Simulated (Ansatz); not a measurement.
**Kick test of a cell of Be3TeSe2**

The cell was found from a proposed guess, not taken from experiment.

Theory: Ansatz 0.2.0, DFT PBE, scalar-relativistic, plane waves, PAW. Plane waves to 420 eV, a k mesh through Γ of 4×4×4 on the computed 12-atom cell and Gaussian smearing (0.02 eV); no spin polarisation.

The cell below (12 atoms, space group Cmc2_1 (No. 36)) is relaxed within its symmetry.

```
Be Te Se
1.0
     5.65098   -3.25755    0.00000
     5.65098    3.25755    0.00000
     0.00000    0.00000    6.20641
Be Te Se
6 2 4
Direct
  0.81197 0.18803 0.10794
  0.48113 0.16577 0.63415
  0.51887 0.83423 0.13415
  0.18803 0.81197 0.60794
  0.83423 0.51887 0.63415
  0.16577 0.48113 0.13415
  0.82888 0.17112 0.49850
  0.17112 0.82888 0.99850
  0.49370 0.16700 0.00013
  0.50630 0.83300 0.50013
  0.83300 0.50630 0.00013
  0.16700 0.49370 0.50013
```

For the test it was strained at random (σ = 1.5 % a component), the atoms were moved at random (σ = 0.15 Å), and all was relaxed again on a coarse 2×4×4 mesh (in the run’s order of axes) with 0.10 eV smearing, with no symmetry imposed.

Spin–orbit coupling, which can matter for Te, is left out.

Task: Is the structure stable against such a distortion?

Result: It returns, within 1 meV/atom of the unmoved cell on that mesh and with the same symmetry when read at 0.1 Å (P2_1 at 0.01 Å, so small strains and shifts remain). So it is stable against the distortions that fit this cell and that this random move excites. Modes that don't fit the cell aren't tested.
